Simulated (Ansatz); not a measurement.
Re:
```
Re
1.0
    1.38032     0.79693     6.68540
   -1.38032     0.79693     6.68540
    0.00000    -1.59386     6.68540
Re
3
Direct
  0.00000   0.00000   0.00000
  0.22234   0.22234   0.22234
  0.77766   0.77766   0.77766
```

Relaxed with r²SCAN.

Task: Which orbitals make up the states near the Fermi level in r²SCAN (plane waves, PAW; program Ansatz)?

Result: Within 0.5 eV of the Fermi level: Re 5d 89 %, outside the projected shells 6 %. Projections are on Löwdin-orthogonalised atomic valence shells; empty p or d shells of many metals are not among them.

Task: Tabulate the density of states.

Result: States/eV per cell of 3 atoms, in 0.25 eV bins, energy from the Fermi level.

```
E (eV)  total  Re 5d  Re 6s  Re 5p
------  -----  -----  -----  -----
-7.85    0.39   0.05   0.31   0.01
-7.60    0.45   0.07   0.35   0.01
-7.35    0.55   0.12   0.40   0.02
-7.10    0.77   0.25   0.48   0.02
-6.85    1.89   1.13   0.70   0.02
-6.60    1.98   1.27   0.65   0.03
-6.35    2.21   1.54   0.61   0.03
-6.10    2.59   1.95   0.58   0.03
-5.85    2.72   2.16   0.50   0.03
-5.60    2.84   2.38   0.41   0.03
-5.35    2.81   2.48   0.29   0.03
-5.10    2.75   2.46   0.24   0.03
-4.85    2.79   2.54   0.19   0.04
-4.60    2.52   2.32   0.13   0.03
-4.35    2.31   2.15   0.10   0.03
-4.10    2.48   2.30   0.10   0.04
-3.85    2.34   2.16   0.11   0.03
-3.60    2.92   2.67   0.15   0.04
-3.35    3.31   3.03   0.17   0.04
-3.10    2.80   2.56   0.13   0.03
-2.85    2.22   2.01   0.12   0.02
-2.60    3.26   2.98   0.15   0.04
-2.35    3.39   3.10   0.16   0.03
-2.10    4.00   3.63   0.21   0.04
-1.85    3.59   3.22   0.21   0.03
-1.60    3.63   3.23   0.24   0.03
-1.35    3.66   3.30   0.20   0.02
-1.10    4.04   3.69   0.20   0.02
-0.85    3.69   3.30   0.22   0.02
-0.60    2.46   2.13   0.15   0.02
-0.35    2.54   2.23   0.13   0.01
-0.10    2.49   2.22   0.11   0.01
0.15     2.28   2.04   0.09   0.01
0.40     2.28   2.07   0.08   0.01
0.65     2.07   1.87   0.07   0.01
0.90     1.78   1.60   0.05   0.00
1.15     1.76   1.62   0.04   0.00
1.40     1.43   1.33   0.04   0.00
1.65     1.77   1.68   0.04   0.00
1.90     2.25   2.15   0.05   0.00
2.15     2.07   1.97   0.06   0.00
2.40     2.01   1.91   0.06   0.00
2.65     2.19   2.07   0.07   0.00
2.90     2.43   2.30   0.08   0.00
3.15     2.62   2.48   0.09   0.00
3.40     2.80   2.65   0.09   0.00
3.65     3.12   2.95   0.10   0.00
3.90     3.56   3.36   0.13   0.00
4.15     3.67   3.43   0.16   0.00
4.40     3.30   3.04   0.17   0.00
4.65     1.39   1.13   0.18   0.00
```

Space group R-3m (9R (Sm type)). The workflow started from a Materials Project entry (that database holds measured and hypothetical structures alike); the Crystallography Open Database copy checked does not list it. It is not the phase usual at ambient conditions (space group No. 194). The cell was relaxed with r²SCAN under the symmetry of its start; its stability against distortions is not shown here. The run is not spin-polarised. Spin–orbit coupling is left out wherever it is not named.

Potentials: the later of the program's two PAW sets.
